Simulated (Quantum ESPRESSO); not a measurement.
# Strain and stress in Ga3MgSeP3

The results below are calculated, not measured. They come from pw.x of Quantum ESPRESSO 7.5, a plane-wave density functional program, with PseudoDojo standard norm-conserving files (v0.5 for PBE, v0.4.1 for LDA and PBEsol). The cells are made up: elements, strain and atom displacements were drawn at random, and nothing was relaxed. There is no spin polarisation, spin-orbit coupling or dispersion term.

The cell has 8 sites of a zincblende or diamond lattice. Sites 1 to 4 hold Ga Ga Mg Ga; sites 5 to 8 hold Se P P P. Cell vectors in Å: (5.737, -0.002, 0.036); (-0.002, 5.641, 0.002); (0.036, 0.002, 5.623). Settings: PBE, cutoff 1170 eV, 4 x 4 x 4 k mesh shifted by half a step, Fermi-Dirac smearing of 0.025 eV.

Each run adds the same strain along x and y to one cell, with the atoms carried along; the vectors above are those of run 2. Stress is positive in tension and P is minus a third of its trace. E is the free energy for each atom above the lowest run shown. The last column is band 41 less band 40 at Gamma, from a band step after each run.

| run | strain (%) | s_xx (GPa) | s_yy (GPa) | s_zz (GPa) | s_xy (GPa) | P (GPa) | E (meV/atom) | level step at Gamma (eV) |
| --- | --- | --- | --- | --- | --- | --- | --- | --- |
| 1 | -1.83 | -1.66 | -2.60 | -1.99 | -1.42 | 2.08 | 3.92 | 0.774 |
| 2 | -0.13 | 0.93 | -0.07 | -0.26 | -1.27 | -0.20 | 0.00 | 0.614 |
| 3 | 0.19 | 1.37 | 0.37 | 0.03 | -1.25 | -0.59 | 0.58 | 0.582 |
| 4 | 0.47 | 1.74 | 0.74 | 0.28 | -1.22 | -0.92 | 1.40 | 0.554 |
| 6 | 1.32 | 2.83 | 1.80 | 0.97 | -1.16 | -1.87 | 5.76 | 0.465 |
| 7 | 1.89 | 3.50 | 2.47 | 1.40 | -1.12 | -2.46 | 10.18 | 0.405 |
| 5 | 0.97 | ? | ? | ? | ? | ? | ? | ? |

A rerun of one of these cells at 1467 eV and k mesh 6 x 6 x 6 moved values by no more than 0.008 eV in the cell's energy, 0.02 GPa in stress and 0.004 eV/Å in force.

## Worked fit

A parabola through the six runs shown gives s_xx = 1.11 + 1.39 e - 0.066 e² GPa, with e in per cent and a scatter of 0.01 GPa. The slope is a stiffness of 139 ± 1 GPa for each unit of this strain at e = 0, the sum of the responses of s_xx to strain along x and along y. The atoms are clamped, and relaxing them would in general lower it. The error is the larger of the fit's own and the change that a cubic makes, rounded up.

## Withheld run

Question: what s_xx should run 5 give?

The fit gives 2.40 GPa. The calculation gave 2.39 GPa.

| run | strain (%) | s_xx (GPa) | s_yy (GPa) | s_zz (GPa) | s_xy (GPa) | P (GPa) | E (meV/atom) | level step at Gamma (eV) |
| --- | --- | --- | --- | --- | --- | --- | --- | --- |
| 5 | 0.97 | 2.39 | 1.37 | 0.69 | -1.19 | -1.49 | 3.66 | 0.502 |